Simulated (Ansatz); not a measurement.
A generator proposed this cell of InGa3AsP.

```xyz
6
Lattice="4.0144 0.0000 0.0000 -2.0072 3.4766 0.0000 0.0000 0.0000 9.0739" Properties=species:S:1:pos:R:3 pbc="T T T"
In    0.0000    0.0000    0.4109
Ga    2.0072    0.0000    1.1862
Ga   -1.0036    1.7383    1.1862
Ga    1.0036    1.7383    1.1862
P     0.0000    0.0000    4.3425
As    0.0000    0.0000    6.6863
```

Level of theory: DFT PBE, scalar-relativistic, plane waves, PAW (Ansatz). Settings: cutoff 420 eV, Γ-centred mesh 6×6×2 on the computed 6-atom cell, Gaussian smearing of 0.10 eV; no spin polarisation.

The zero of energy is the elements' standard structures at the same level; no fitted shifts are applied. The references include black phosphorus.

**Question.** Estimate its pressure, forces and energy as it stands.

**Answer.** The pressure is 71.2 GPa (the mean over three directions, positive in compression), the largest force is 15.70 eV/Å, and the energy is +3.83 eV/atom against the elements. The shortest distance is 2.01 Å, so close that the PAW spheres overlap strongly and these values are rough.

**Question.** How much does it gain on relaxing, and where does it end?

**Answer.** Relaxing gains about 3.4 eV/atom (the start's value is from the coarse mesh, so the gain is rough) in 25 ionic steps and ends at +0.43 eV/atom on the finer mesh. The symmetry stays P6mm (No. 183). The volume per atom grows by 57.3 %, from 21.1 to 33.2 Å³. The shortest distance goes from 2.01 Å (Ga–Ga) to 2.12 Å (As–P). The ratio c/a of the conventional cell changes by a factor of 0.66. Conventional cell: a = 5.362 Å, c = 8.002 Å. In has 1 As at 2.77 Å, 1 P at 3.11 Å and 6 Ga at 3.13 Å; Ga has 4 Ga at 2.68 Å, 2 P at 3.07 Å and 2 In at 3.13 Å; P is surrounded by 1 As at 2.12 Å, 6 Ga at 3.07 Å and 1 In at 3.11 Å; As has 1 P at 2.12 Å and 1 In at 2.77 Å.

The last run used a 12×12×6 mesh (in the run's order of axes) for its 6-atom cell and Gaussian smearing of 0.10 eV. The reference forms of As and P are held partly by dispersion forces, which this level lacks. The relaxation can't lower the symmetry of the start. Symmetry constrained the relaxation, so the result can be a saddle point. Another cell of InGa3AsP relaxed alike, in P-6m2, lies 0.32 eV/atom lower, so this cell isn't the stable form at this level.
